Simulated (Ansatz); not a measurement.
A relaxed structure of BaTiO3. Space group R3m (No. 160). All values below come from PBEsol (plane waves to 420 eV, PAW, scalar-relativistic; Ansatz, a first-principles code).

Space group R3m, hexagonal axes (No. 160); a = b = 5.6353 Å, c = 6.9264 Å, α = β = 90.00°, γ = 120.00°

```
atom  site  symmetry       x       y       z
----  ----  --------  ------  ------  ------
Ba      3a        3m  0.0000  0.0000  0.5028
Ti      3a        3m  0.0000  0.0000  0.0138
O       9b        .m  0.3291  0.1646  0.1553
```
(The calculation used a cell of 5 atoms; values per cell refer to that cell.)

```yaml
volume_per_atom: 12.70 Å³
band_gap: 2.32 eV, indirect (valence top at T, conduction bottom at Γ) (no spin-orbit coupling)
smallest_direct_gap: 2.63 eV at Γ
shortest_distances: O–Ti 1.88 Å; Ba–O 2.76 Å; O–O 2.78 Å; Ba–Ti 3.39 Å
k-mesh: 8×8×8
```

Band energies at high-symmetry points (eV from the VBM; labels of this space group; no spin-orbit coupling), from −5 eV up to 4.3 eV:

```csv
point,energies
Γ,-2.21 -2.21 -2.20 -1.33 -1.33 -1.12 -0.44 -0.31 -0.31 2.32 2.32 2.48
T,-4.41 -3.71 -3.71 -2.32 -2.32 -2.28 -0.02 -0.02 0.00
H2,-4.41 -3.71 -3.71 -2.32 -2.32 -2.28 -0.02 -0.02 0.00
H0,-4.41 -3.71 -3.71 -2.32 -2.32 -2.28 -0.02 -0.02 0.00
L,-3.93 -2.73 -2.71 -2.09 -2.06 -1.76 -1.65 -0.89 -0.77 2.48 3.82 3.92
S0,-4.22 -4.05 -3.71 -2.74 -2.73 -1.61 -0.85 -0.81 -0.05 3.90 3.91 4.26
S2,-4.22 -4.05 -3.71 -2.74 -2.73 -1.61 -0.85 -0.81 -0.05 3.90 3.91 4.26
F,-4.22 -4.05 -3.71 -2.74 -2.73 -1.61 -0.85 -0.81 -0.05 3.90 3.91 4.26
```

No spin polarisation in the result.

It was reached from a disturbed copy of a Pm-3m (No. 221) cell (cubic perovskite type), against which it lies -4 meV/atom.

The first start was generated by placing the elements on the sites of a structure type. A measured structure of BaTiO3 has the same space group, R3m (No. 160); the sites were not compared with it. Another known form has space group No. 99.
